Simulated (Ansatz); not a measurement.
ZnO:
```cif
data_O2Zn2
_chemical_formula_sum 'Zn2 O2'
_space_group_name_H-M_alt 'P 1'
_space_group_IT_number 1
_cell_length_a 3.23502
_cell_length_b 3.23502
_cell_length_c 5.21142
_cell_angle_alpha 90.000
_cell_angle_beta 90.000
_cell_angle_gamma 120.000
loop_
_space_group_symop_operation_xyz
  'x, y, z'
loop_
_atom_site_label
_atom_site_type_symbol
_atom_site_fract_x
_atom_site_fract_y
_atom_site_fract_z
_atom_site_occupancy
Zn1 Zn 0.66667 0.33333 0.50033 1
Zn2 Zn 0.33333 0.66667 0.00033 1
O1 O 0.66667 0.33333 0.87998 1
O2 O 0.33333 0.66667 0.37998 1
```

Relaxed with r²SCAN.

### Question
Give the optical modes at the zone centre with their infrared and Raman activity from DFPT, DFT-r²SCAN in the program Ansatz with PAW potentials.

### Answer
Transverse frequencies, without the LO–TO term; a row sums one degenerate level.

| ω (cm⁻¹) | degeneracy | IR ((D/Å)²/amu) | Raman (Å⁴/amu) | activity | symmetry |
|---|---|---|---|---|---|
| 92 | 2 | 0.00 | 0.86 | Raman | E2 |
| 258 | 1 | 0.00 | 0 | silent | B1 |
| 372 | 1 | 16.41 | 1.5 | IR+Raman | A1 |
| 395 | 2 | 31.29 | 0.079 | IR+Raman | E1 |
| 427 | 2 | 0.00 | 2.4 | Raman | E2 |
| 543 | 1 | 0.00 | 0 | silent | B1 |

### Question
How high does the top mode go among those that the LO–TO term moves?

### Answer
565 cm⁻¹ for q along x, 565 cm⁻¹ for q along y, 554 cm⁻¹ for q along z.

Space group P6_3mc (wurtzite). The cell was relaxed with r²SCAN under the symmetry of its start; of distortions, only those at the zone centre were tested.

Potentials: the earlier of the program's two PAW sets.
